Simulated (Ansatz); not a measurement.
GaN:
```yaml
crystal:
  lattice:
    - [3.15165, 0.00000, 0.00000]
    - [-1.57582, 2.72941, 0.00000]
    - [0.00000, 0.00000, 5.13818]
  atoms:
    - { symbol: Ga, position: [0.66667, 0.33333, 0.49930] }
    - { symbol: Ga, position: [0.33333, 0.66667, 0.99930] }
    - { symbol: N, position: [0.66667, 0.33333, 0.87570] }
    - { symbol: N, position: [0.33333, 0.66667, 0.37570] }
```

Cartesian axes are those of the cell as given.

Question: Give the proper piezoelectric stress tensor with relaxed ions from the program Ansatz at the LDA level (PAW).

Answer: In C/m², rows x, y, z, Voigt columns; mesh uncertainty up to 0.00.
```
 0.00   0.00   0.00   0.00  -0.33   0.00
 0.00   0.00   0.00  -0.33   0.00   0.00
-0.47  -0.47   0.82   0.00   0.00   0.00
```

The elastic tensor of the same run (GPa):

|  | 1 | 2 | 3 | 4 | 5 | 6 |
|---|---|---|---|---|---|---|
| 1 | 367 | 138 | 100 | 0.0 | 0.0 | 0.0 |
| 2 | 138 | 367 | 100 | 0.0 | 0.0 | 0.0 |
| 3 | 100 | 100 | 410 | 0.0 | 0.0 | 0.0 |
| 4 | 0.0 | 0.0 | 0.0 | 96.6 | 0.0 | 0.0 |
| 5 | 0.0 | 0.0 | 0.0 | 0.0 | 96.6 | 0.0 |
| 6 | 0.0 | 0.0 | 0.0 | 0.0 | 0.0 | 115 |

Question: Convert to strain constants d = e·S.

Answer: In pC/N:
```
 0.0   0.0   0.0   0.0  -3.4   0.0
 0.0   0.0   0.0  -3.4   0.0   0.0
-1.5  -1.5   2.7   0.0   0.0   0.0
```

Space group P6_3mc (wurtzite). The LDA relaxation kept the symmetry of its start. Signs of piezoelectric constants follow the polarity of the cell as given.

Potentials: the earlier of the program's two PAW sets. The files were generated under PBE; for other functionals the program regenerates the frozen cores, and for LDA and PBEsol the local potential too.
